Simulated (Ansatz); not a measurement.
TaGe₂:
```yaml
crystal:
  lattice:
    - [4.94156, 0.00000, 0.00000]
    - [-2.47078, 4.27952, 0.00000]
    - [0.00000, 0.00000, 6.73222]
  atoms:
    - { symbol: Ge, position: [0.16418, 0.32837, 0.50000] }
    - { symbol: Ge, position: [0.83582, 0.16418, 0.83333] }
    - { symbol: Ge, position: [0.67163, 0.83582, 0.16667] }
    - { symbol: Ge, position: [0.83582, 0.67163, 0.50000] }
    - { symbol: Ge, position: [0.16418, 0.83582, 0.83333] }
    - { symbol: Ge, position: [0.32837, 0.16418, 0.16667] }
    - { symbol: Ta, position: [0.50000, 0.00000, 0.50000] }
    - { symbol: Ta, position: [0.50000, 0.50000, 0.83333] }
    - { symbol: Ta, position: [0.00000, 0.50000, 0.16667] }
```

Relaxed with PBEsol.

Q: Which orbitals make up the states near the Fermi level in PBEsol (plane waves, PAW; program Ansatz)?

A: Within 0.5 eV of the Fermi level: Ta 5d 67 %, Ge 4p 24 %, Ge 4s 6 %. Projections are on Löwdin-orthogonalised atomic valence shells; empty p or d shells of many metals are not among them.

Q: Tabulate the density of states.

A: States/eV per cell of 9 atoms, in 0.25 eV bins, energy from the Fermi level.

```
E (eV)  total  Ta 5d  Ge 4p  Ge 4s
------  -----  -----  -----  -----
-7.85    3.10   0.49   0.71   1.72
-7.60    2.70   0.47   0.59   1.50
-7.35    1.61   0.32   0.34   0.87
-7.10    0.86   0.17   0.19   0.46
-6.85    0.58   0.12   0.13   0.31
-6.60    0.59   0.12   0.21   0.22
-6.35    0.98   0.17   0.51   0.18
-6.10    1.47   0.26   0.86   0.17
-5.85    2.26   0.42   1.39   0.21
-5.60    4.74   1.02   3.01   0.33
-5.35    3.01   0.63   1.90   0.26
-5.10    4.17   0.93   2.61   0.37
-4.85    2.29   0.53   1.34   0.23
-4.60    4.05   1.02   2.38   0.36
-4.35    3.75   1.02   2.11   0.35
-4.10    3.11   0.86   1.72   0.31
-3.85    3.67   1.03   1.99   0.42
-3.60    3.57   1.03   1.98   0.37
-3.35    3.69   1.17   1.95   0.39
-3.10    4.12   1.43   2.15   0.34
-2.85    5.80   2.27   2.91   0.36
-2.60    7.91   3.45   3.85   0.33
-2.35    8.99   4.51   3.95   0.26
-2.10   10.51   5.71   4.26   0.25
-1.85    8.35   4.33   3.54   0.21
-1.60    5.15   2.83   1.94   0.23
-1.35    3.74   2.28   1.19   0.18
-1.10    3.35   2.14   0.98   0.15
-0.85    2.53   1.64   0.71   0.11
-0.60    1.97   1.31   0.53   0.08
-0.35    1.74   1.14   0.47   0.08
-0.10    3.94   2.47   1.07   0.26
0.15     2.79   1.98   0.59   0.13
0.40     2.51   1.78   0.50   0.15
0.65     2.68   1.76   0.57   0.25
0.90     5.27   2.93   1.28   0.80
1.15     3.16   1.77   0.75   0.48
1.40     2.85   1.55   0.79   0.38
1.65     4.45   2.33   1.30   0.61
1.90     6.25   3.62   1.46   0.79
2.15     5.78   3.10   1.43   0.80
2.40     6.79   3.63   1.54   1.05
2.65     5.30   2.64   1.32   0.66
2.90     6.98   3.75   1.54   0.89
3.15     8.51   4.60   1.78   0.98
3.40     7.91   3.85   1.89   0.92
3.65     8.46   3.54   2.62   0.95
3.90     6.33   2.49   1.98   0.68
4.15     5.75   2.28   2.00   0.57
4.40     4.84   1.63   1.93   0.40
4.65     4.50   1.43   1.86   0.28
```

Space group P6_222. The workflow started from an entry of the Crystallography Open Database (COD). Its standing as an ambient phase is unchecked. The PBEsol relaxation kept the symmetry of its start; its stability against distortions is not shown here. No spin polarisation was allowed. Spin–orbit coupling is left out wherever it is not named.

Potentials: the later of the program's two PAW sets.
